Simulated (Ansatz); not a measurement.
A geometry of InSe away from equilibrium: step 3 of the relaxation of a relaxed InSe cell, doubled along one cell vector, shaken by Gaussian noise of σ = 0.08 Å a coordinate. All values below come from PBE (plane waves to 420 eV, PAW, scalar-relativistic; Ansatz, an electronic-structure program). Γ-centred k-mesh 4×2×6 on the run's cell (coarser than for final values), Fermi–Dirac smearing 0.05 eV. The plane waves were selected for a different cell earlier on the path.

```xyz
12
Lattice="7.6045 -0.0215 -0.0006 -7.6417 12.7436 0.0737 -0.0003 0.0240 4.2434" Properties=species:S:1:pos:R:3 pbc="T T T"
In    -1.0431     2.1219     1.8903
In     2.6332     8.5057     1.5905
In     2.5990     4.3240     0.1422
In    -1.3441    10.7992     0.1085
In     2.3068    -0.0656     2.8048
In    -1.3450     6.3386     2.9074
Se    -2.6179     4.3590     1.6240
Se    -6.5404    10.8022     1.2504
Se     0.8316     1.9886    -0.1414
Se    -2.5484     8.3147     0.0776
Se     5.2115    -0.2221     2.5321
Se     1.3823     6.3910     2.9176
```

What forces act on the atoms (eV/Å)?


```
atom     Fx     Fy     Fz
----  -----  -----  -----
In1    0.41   0.03   0.22
In2    0.15  -0.19   0.11
In3   -0.22   0.06  -0.07
In4    0.02  -0.05   0.32
In5   -0.07   0.02   0.23
In6    0.24   0.21   0.07
Se7    0.24  -0.13   0.21
Se8   -0.27   0.01  -0.43
Se9   -0.56   0.05  -0.04
Se10   0.05  -0.02  -0.02
Se11   0.16  -0.08  -0.43
Se12  -0.14   0.10  -0.17
```

The path ends in P1 (No. 1) at a tolerance of 0.01 Å, Pm (No. 6) at 0.1 Å. No spin polarisation in the result.

The end of the path is a generated cell of InSe: the first start was made by a random draw of sites in a space group, and the end was not matched to a known phase here, so it may be hypothetical. Known forms of InSe include space group No. 194.
